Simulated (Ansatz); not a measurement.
ZnO:
```
ZnO
1.0
    3.23490     0.00000     0.00000
   -1.61745     2.80151     0.00000
    0.00000     0.00000     5.21190
Zn O
2 2
Direct
  0.66667   0.33333   0.00238
  0.33333   0.66667   0.50238
  0.66667   0.33333   0.62282
  0.33333   0.66667   0.12282
```

x, y and z are the axes in which the lattice vectors are written.

Question: Give the proper piezoelectric stress tensor with relaxed ions from r²SCAN in the plane-wave PAW code Ansatz.

Answer: In C/m², rows x, y, z, Voigt columns; mesh uncertainty up to 0.00.
```
 0.00   0.00   0.00   0.00   0.50   0.00
 0.00   0.00   0.00   0.50   0.00   0.00
 0.64   0.64  -1.27   0.00   0.00   0.00
```

The elastic tensor of the same run (GPa):

```
 210   129   113   0.0   0.0   0.0
 129   210   113   0.0   0.0   0.0
 113   113   221   0.0   0.0   0.0
 0.0   0.0   0.0  38.0   0.0   0.0
 0.0   0.0   0.0   0.0  38.0   0.0
 0.0   0.0   0.0   0.0   0.0  40.5
```

Question: Convert to strain constants d = e·S.

Answer: In pC/N:
```
  0.0    0.0    0.0    0.0   13.1    0.0
  0.0    0.0    0.0   13.1    0.0    0.0
  5.8    5.8  -11.7    0.0    0.0    0.0
```

Space group P6_3mc (wurtzite). Symmetry was held in the r²SCAN relaxation; phonons on a q-mesh show no instability.

Potentials: the later of the program's two PAW sets.
